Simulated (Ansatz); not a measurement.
One crystal and one scan (energy against volume) at two levels, r2SCAN (plane waves to 500 eV, PAW, scalar-relativistic; Ansatz, a first-principles code) and PBE (plane waves to 420 eV, PAW, scalar-relativistic; Ansatz), each from its own relaxed cell and on its own mesh. The cell shown is that of r2SCAN.

ZnInGaO₄ (InGaZnO4 type, space group R3m)

```yaml
crystal:
  lattice:
    - [1.65535, 0.95571, 8.58736]
    - [-1.65535, 0.95571, 8.58736]
    - [0.00000, -1.91143, 8.58736]
  atoms:
    - { symbol: In, position: [0.99693, 0.99693, 0.99693] }
    - { symbol: Ga, position: [0.21290, 0.21290, 0.21290] }
    - { symbol: Zn, position: [0.78126, 0.78126, 0.78126] }
    - { symbol: O, position: [0.13651, 0.13651, 0.13651] }
    - { symbol: O, position: [0.87897, 0.87897, 0.87897] }
    - { symbol: O, position: [0.28863, 0.28863, 0.28863] }
    - { symbol: O, position: [0.70480, 0.70480, 0.70480] }
```

E(V) scan at fixed shape, V₀ the volume above. The atoms relax within the cell's symmetry.

The energy includes the smearing's −TS. ZnInGaO4 was relaxed with its symmetry unable to fall. With the shape held, the modulus is that of even scaling; a crystal free to change shape is softer. Percentages come from the unrounded values. Both scans cover V/V₀ from 0.840 to 1.160.

Results of r2SCAN:

```
Quantity                                                                     Value
---------------------------------------------------------------------------  -----
Lattice constant a (Å)                                                       3.311
Lattice constant c (Å)                                                       25.76
Relaxed volume (Å³/atom)                                                     11.64
Pressure at the smallest volume (GPa)                                         46.4
Energy cost of the largest compression (meV/atom)                            230.3
Energy cost of the largest expansion (meV/atom)                              127.7
Bulk modulus at fixed cell shape B₀ (third-order Birch-Murnaghan fit) (GPa)  180.1
Pressure for 5 % compression (fit) (GPa)                                      10.4
```

Question: What does PBE give for the same quantities?

Answer: 
```csv
quantity,PBE,r2SCAN − PBE
Lattice constant a (Å),3.356,-0.045 (-1.4 %)
Lattice constant c (Å),26.11,-0.35 (-1.3 %)
Relaxed volume (Å³/atom),12.13,-0.49 (-4.0 %)
Pressure at the smallest volume (GPa),39.9,+6.5 (+16 %)
Energy cost of the largest compression (meV/atom),206.2,+24.1 (+12 %)
Energy cost of the largest expansion (meV/atom),113.2,+14.5 (+13 %)
Bulk modulus at fixed cell shape B₀ (third-order Birch-Murnaghan fit) (GPa),153.9,+26.2 (+17 %)
Pressure for 5 % compression (fit) (GPa),8.9,+1.5 (+17 %)
```

r2SCAN gives the higher value for: pressure at the smallest volume; energy cost of the largest compression; energy cost of the largest expansion; bulk modulus at fixed cell shape B₀; pressure for 5 % compression. r2SCAN gives the lower value for: lattice constant a; lattice constant c; relaxed volume.

(Under strain, the slope of the energy per volume gives the stress and its curvature an elastic modulus.)
